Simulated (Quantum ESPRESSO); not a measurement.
## ZnMg7S8 (input and log of a self-consistent run)

Simulated, not a measurement. The program is pw.x of Quantum ESPRESSO 7.5 (plane-wave density functional theory). The cell is made up: 16 atoms on a doubled zincblende/diamond lattice, with randomly drawn elements, strain and displacements, not relaxed. PseudoDojo standard norm-conserving files (v0.5 for PBE, v0.4.1 for LDA and PBEsol) set the functional; there is no spin polarisation, spin-orbit coupling or dispersion term, and the masses in the input are unused placeholders.

Input:

```
&control calculation='scf', pseudo_dir='./dojo.nc.sr.pbe.v0_5.standard.upf', outdir='./o', disk_io='low', tprnfor=.true., tstress=.true. /
&system ibrav=0, nat=16, ntyp=3, nbnd=75, ecutwfc=84.00895049, nosym=.true., tot_charge=0,
 occupations='smearing', smearing='fd', degauss=0.0018374661
/
&electrons conv_thr=7.350e-09, electron_maxstep=60, /
ATOMIC_SPECIES
Mg 1.0 Mg.upf
S 1.0 S.upf
Zn 1.0 Zn.upf
CELL_PARAMETERS angstrom
5.815 0.0828 -0.0683
0.0828 5.7698 -0.0594
-0.1367 -0.1188 11.8472
ATOMIC_POSITIONS angstrom
Zn -0.0473 0.0288 -0.0058
Mg -0.0205 2.8561 2.9019
Mg 2.8821 0.0148 2.9448
Mg 2.9458 2.9327 -0.0925
Mg -0.0696 -0.0955 5.9265
Mg -0.15 2.7939 8.8482
Mg 2.8133 -0.0666 8.8738
Mg 2.8756 2.8669 5.8807
S 1.3442 1.4329 1.4369
S 1.5264 4.2658 4.4138
S 4.3422 1.435 4.388
S 4.381 4.3318 1.4702
S 1.3736 1.4391 7.4448
S 1.3683 4.1975 10.3123
S 4.2691 1.3963 10.3207
S 4.3244 4.2566 7.3307
K_POINTS automatic
4 4 2 1 1 1
```

The log is shortened where brackets say so; the opening notice, blank lines, dates and the lines on written files are dropped, and the path of the files is cut. It prints rydbergs, bohrs and kilobars, and counts compression as positive stress. With no partly filled state, the Fermi energy that it prints is only some level between the filled and the empty states on the mesh, and need not lie in the true gap.

```
     Program PWSCF v.7.5
     Parallel version (MPI & OpenMP), running on       4 processor cores
     Number of MPI processes:                 4
     Threads/MPI process:                     1
     [start-up lines left out]
     bravais-lattice index     =            0
     lattice parameter (alat)  =      10.9906  a.u.
     unit-cell volume          =    2681.2159 (a.u.)^3
     number of atoms/cell      =           16
     number of atomic types    =            3
     number of electrons       =       138.00
     number of Kohn-Sham states=           75
     kinetic-energy cutoff     =      84.0090  Ry
     charge density cutoff     =     336.0358  Ry
     scf convergence threshold =      7.3E-09
     mixing beta               =       0.7000
     number of iterations used =            8  plain     mixing
     Exchange-correlation= PBE
                           (   1   4   3   4   0   0   0)
     [axes and pseudopotential details left out]
   Cartesian axes
     site n.     atom                  positions (alat units)
         1        Zn     tau(   1) = (  -0.0081328   0.0049519  -0.0009973  )
         2        Mg     tau(   2) = (  -0.0035248   0.4910771   0.4989520  )
         3        Mg     tau(   3) = (   0.4955476   0.0025447   0.5063282  )
         4        Mg     tau(   4) = (   0.5065001   0.5042477  -0.0159044  )
         5        Mg     tau(   5) = (  -0.0119670  -0.0164202   1.0190010  )
         6        Mg     tau(   6) = (  -0.0257910   0.4803825   1.5213574  )
         7        Mg     tau(   7) = (   0.4837181  -0.0114512   1.5257590  )
         8        Mg     tau(   8) = (   0.4944300   0.4929341   1.0111261  )
         9        S      tau(   9) = (   0.2311214   0.2463725   0.2470602  )
        10        S      tau(  10) = (   0.2624488   0.7334606   0.7589077  )
        11        S      tau(  11) = (   0.7465968   0.2467336   0.7544717  )
        12        S      tau(  12) = (   0.7532681   0.7448086   0.2527858  )
        13        S      tau(  13) = (   0.2361765   0.2474385   1.2800571  )
        14        S      tau(  14) = (   0.2352652   0.7217171   1.7730944  )
        15        S      tau(  15) = (   0.7340280   0.2400795   1.7745387  )
        16        S      tau(  16) = (   0.7435363   0.7318788   1.2604388  )
     number of k points=    16  Fermi-Dirac smearing, width (Ry)=  0.0018
                       cart. coord. in units 2pi/alat
        k(    1) = (   0.1247075   0.1255023   0.1254267), wk =   0.1250000
        k(    2) = (   0.1218592   0.1230156  -0.1200896), wk =   0.1250000
     [further k points left out]
     Dense  grid:   278891 G-vectors     FFT dimensions: (  72,  64, 135)
     Estimated max dynamical RAM per process >     656.44 MB
     Estimated total dynamical RAM >       2.36 GB
     Initial potential from superposition of free atoms
     starting charge     137.9940, renormalised to     138.0000
     Starting wfcs are   77 randomized atomic wfcs
     total cpu time spent up to now is        6.8 secs
     per-process dynamical memory:   451.7 Mb
     Self-consistent Calculation
     iteration #  1     ecut=    84.01 Ry     beta= 0.70
     Davidson diagonalization with overlap
     ethr =  1.00E-02,  avg # of iterations =  6.0
     Threshold (ethr) on eigenvalues was too large:
     Diagonalizing with lowered threshold
     Davidson diagonalization with overlap
     ethr =  8.73E-04,  avg # of iterations =  1.3
     total cpu time spent up to now is       34.7 secs
     total energy              =   -1426.80281637 Ry
     estimated scf accuracy    <       1.15176102 Ry
     iteration #  2     ecut=    84.01 Ry     beta= 0.70
     Davidson diagonalization with overlap
     ethr =  8.35E-04,  avg # of iterations =  3.1
     total cpu time spent up to now is       51.1 secs
     total energy              =   -1427.11848567 Ry
     estimated scf accuracy    <       0.43328087 Ry
     iteration #  3     ecut=    84.01 Ry     beta= 0.70
     Davidson diagonalization with overlap
     ethr =  3.14E-04,  avg # of iterations =  5.2
     total cpu time spent up to now is       67.9 secs
     total energy              =   -1427.19968416 Ry
     estimated scf accuracy    <       0.02398027 Ry
     iteration #  4     ecut=    84.01 Ry     beta= 0.70
     Davidson diagonalization with overlap
     ethr =  1.74E-05,  avg # of iterations = 11.7
     total cpu time spent up to now is       86.7 secs
     total energy              =   -1427.20638715 Ry
     estimated scf accuracy    <       0.00855354 Ry
     iteration #  5     ecut=    84.01 Ry     beta= 0.70
     Davidson diagonalization with overlap
     ethr =  6.20E-06,  avg # of iterations =  9.1
     total cpu time spent up to now is      103.0 secs
     total energy              =   -1427.20784918 Ry
     estimated scf accuracy    <       0.00120509 Ry
     iteration #  6     ecut=    84.01 Ry     beta= 0.70
     Davidson diagonalization with overlap
     ethr =  8.73E-07,  avg # of iterations =  5.1
     total cpu time spent up to now is      119.0 secs
     total energy              =   -1427.20804424 Ry
     estimated scf accuracy    <       0.00007946 Ry
     iteration #  7     ecut=    84.01 Ry     beta= 0.70
     Davidson diagonalization with overlap
     ethr =  5.76E-08,  avg # of iterations =  2.2
     total cpu time spent up to now is      133.9 secs
     total energy              =   -1427.20805956 Ry
     estimated scf accuracy    <       0.00000788 Ry
     iteration #  8     ecut=    84.01 Ry     beta= 0.70
     Davidson diagonalization with overlap
     ethr =  5.71E-09,  avg # of iterations =  3.0
     total cpu time spent up to now is      147.5 secs
     total energy              =   -1427.20806204 Ry
     estimated scf accuracy    <       0.00000212 Ry
     iteration #  9     ecut=    84.01 Ry     beta= 0.70
     Davidson diagonalization with overlap
     ethr =  1.54E-09,  avg # of iterations =  2.7
     total cpu time spent up to now is      161.0 secs
     total energy              =   -1427.20806259 Ry
     estimated scf accuracy    <       0.00000028 Ry
     iteration # 10     ecut=    84.01 Ry     beta= 0.70
     Davidson diagonalization with overlap
     ethr =  1.99E-10,  avg # of iterations =  2.0
     total cpu time spent up to now is      173.3 secs
     total energy              =   -1427.20806263 Ry
     estimated scf accuracy    <       0.00000004 Ry
     iteration # 11     ecut=    84.01 Ry     beta= 0.70
     Davidson diagonalization with overlap
     ethr =  3.08E-11,  avg # of iterations =  2.8
     total cpu time spent up to now is      187.1 secs
     End of self-consistent calculation
          k = 0.1247 0.1255 0.1254 ( 34857 PWs)   bands (ev):
  -121.5225 -75.6798 -75.6723 -75.6684 -71.6598 -71.6248 -71.5848 -71.5197
   -71.4446 -71.4287 -71.4119 -38.4244 -38.4128 -38.4114 -38.3876 -38.3818
   -38.3804 -38.3585 -38.3415 -38.3336 -38.2882 -38.2791 -38.2729 -38.2161
   -38.2090 -38.2037 -38.2000 -38.1892 -38.1877 -38.1851 -38.1790 -38.1689
    -8.4106  -8.2223  -7.9837  -7.8091  -7.7412  -7.7158  -7.6462  -7.6362
    -2.5234  -2.4927  -2.4705  -2.4517  -2.4452  -0.4755   0.1295   0.1950
     0.2606   0.2950   0.4209   1.0600   1.1317   1.2045   1.4104   1.4463
     1.4855   1.6335   1.6569   1.6980   1.7237   1.8649   1.8975   2.0298
     2.0560   2.3570   2.4105   2.5738   2.6499   5.9271   6.8103   6.9414
     7.0813   7.1088   7.5163
     [levels at the other k points left out]
     the Fermi energy is     4.3602 ev
!    total energy              =   -1427.20806264 Ry
     estimated scf accuracy    <          1.4E-09 Ry
     smearing contrib. (-TS)   =       0.00000000 Ry
     internal energy E=F+TS    =   -1427.20806264 Ry
     The total energy is F=E-TS. E is the sum of the following terms:
     one-electron contribution =   -1177.60522323 Ry
     hartree contribution      =     585.88001919 Ry
     xc contribution           =    -206.32434352 Ry
     ewald contribution        =    -629.15851507 Ry
     convergence has been achieved in  11 iterations
     Forces acting on atoms (cartesian axes, Ry/au):
     atom    1 type  3   force =     0.00798459   -0.00537017    0.00233642
     atom    2 type  1   force =     0.00606449   -0.00644223    0.01935158
     atom    3 type  1   force =    -0.01140721   -0.00044783    0.00126719
     atom    4 type  1   force =    -0.00692350   -0.00487818    0.01568327
     atom    5 type  1   force =     0.00508472    0.00119794    0.00688556
     atom    6 type  1   force =     0.01454077   -0.00695826    0.01391382
     atom    7 type  1   force =    -0.01008603   -0.00120820    0.00297725
     atom    8 type  1   force =    -0.00071803   -0.01391712    0.00455951
     atom    9 type  2   force =     0.01418302   -0.01175593   -0.01197222
     atom   10 type  2   force =    -0.01340546    0.00903356   -0.01081585
     atom   11 type  2   force =     0.00006550    0.00563520    0.00004476
     atom   12 type  2   force =    -0.00023987    0.01820453   -0.03143208
     atom   13 type  2   force =     0.00371554   -0.01326320   -0.01359713
     atom   14 type  2   force =    -0.01024065    0.02166762    0.00456166
     atom   15 type  2   force =     0.00384134   -0.01172979    0.00447890
     atom   16 type  2   force =    -0.00245922    0.02023207   -0.00824266
     Total force =     0.075454     Total SCF correction =     0.000092
     Computing stress (Cartesian axis) and pressure
          total   stress  (Ry/bohr**3)                   (kbar)     P=      -37.71
  -0.00024721  -0.00009483   0.00006455          -36.37      -13.95        9.50
  -0.00009483  -0.00023679   0.00003142          -13.95      -34.83        4.62
   0.00006455   0.00003142  -0.00028509            9.50        4.62      -41.94
     init_run     :      5.86s CPU      6.17s WALL (       1 calls)
     electrons    :    176.49s CPU    180.43s WALL (       1 calls)
     forces       :      2.59s CPU      2.66s WALL (       1 calls)
     stress       :      8.46s CPU      8.70s WALL (       1 calls)
     [timing details left out]
     PWSCF        :   3m14.07s CPU   3m18.77s WALL
     JOB DONE.
```

In other units: free energy -19418.155 eV for the cell, pressure -3.77 GPa, largest force component 0.808 eV/Å. A rerun of the same cell at another strain at a cutoff of 1437 eV and k mesh 6 x 6 x 4 moved values by no more than 0.004 eV in energy, 0.02 GPa in stress and 0.018 eV/Å in force.